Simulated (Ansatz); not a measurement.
Sn (beta-Sn type, space group I4_1/amd)

```yaml
crystal:
  lattice:
    - [-2.97350, 2.97350, 1.60615]
    - [2.97350, -2.97350, 1.60615]
    - [2.97350, 2.97350, -1.60615]
  atoms:
    - { symbol: Sn, position: [0.75000, 0.25000, 0.50000] }
    - { symbol: Sn, position: [0.00000, 0.00000, 0.00000] }
```

E(V) scan at fixed shape, V₀ the volume above. Symmetry pins the atoms to their sites.

Level of theory: PBE (plane waves to 420 eV, PAW, scalar-relativistic; Ansatz, a program for electronic structure). k mesh 16×16×16 (Γ-centred), Fermi-Dirac smearing 0.05 eV. E stands for the smeared free energy. Stress and pressure are positive under compression. Sn was relaxed with its symmetry unable to fall. ΔE is measured from the relaxed starting cell.

Problem. Estimate the ΔE (meV/atom) and P (GPa) for V/V₀ = 0.904, 0.968, 1.032, 1.064, 1.096, 1.128.

Solution. 
```json
[
 {"V/V₀": "0.904", "ΔE (meV/atom)": "47", "P (GPa)": "6.1"},
 {"V/V₀": "0.968", "ΔE (meV/atom)": "5", "P (GPa)": "1.7"},
 {"V/V₀": "1.032", "ΔE (meV/atom)": "4", "P (GPa)": "-1.4"},
 {"V/V₀": "1.064", "ΔE (meV/atom)": "15", "P (GPa)": "-2.5"},
 {"V/V₀": "1.096", "ΔE (meV/atom)": "32", "P (GPa)": "-3.5"},
 {"V/V₀": "1.128", "ΔE (meV/atom)": "55", "P (GPa)": "-4.3"}
]
```

(A scan under strain: stresses follow from slopes of the energy per volume, elastic moduli from its curvatures.)
